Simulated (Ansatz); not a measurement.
BRu (CsCl type, Pm-3m) at seven volumes, PBE in the plane-wave PAW code Ansatz, scaled uniformly. One row is withheld.

```json
[
 {"V (Å³/atom)": "8.894", "P (GPa)": "37.75"},
 {"V (Å³/atom)": "9.187", "P (GPa)": "23.04"},
 {"V (Å³/atom)": "9.480", "P (GPa)": "10.56"},
 {"V (Å³/atom)": "9.773", "P (GPa)": "0.02"},
 {"V (Å³/atom)": "10.067", "P (GPa)": "?"},
 {"V (Å³/atom)": "10.360", "P (GPa)": "-16.38"},
 {"V (Å³/atom)": "10.653", "P (GPa)": "-22.77"}
]
```

Problem. Fit the shown pressures and predict the withheld one.

Solution. P = (3/2)B₀(x^(7/2) − x^(5/2))[1 + (3/4)(B′ − 4)(x − 1)] with x = (V₀/V)^(2/3). Least squares on the six rows gives V₀ = 9.774 Å³/atom, B₀ = 322 GPa, B′ = 4.59. At V = 10.067, x = 0.9805 and P = -8.89 GPa. The run itself gave -8.86 GPa.

A made-up cell: these elements were put on the sites of a structure type; neither database checked (COD, Materials Project) lists it. Its standing as an ambient phase is unchecked. Symmetry was held in the PBE relaxation; its stability against distortions is not shown here. The run is not spin-polarised.

Potentials: the earlier of the program's two PAW sets.
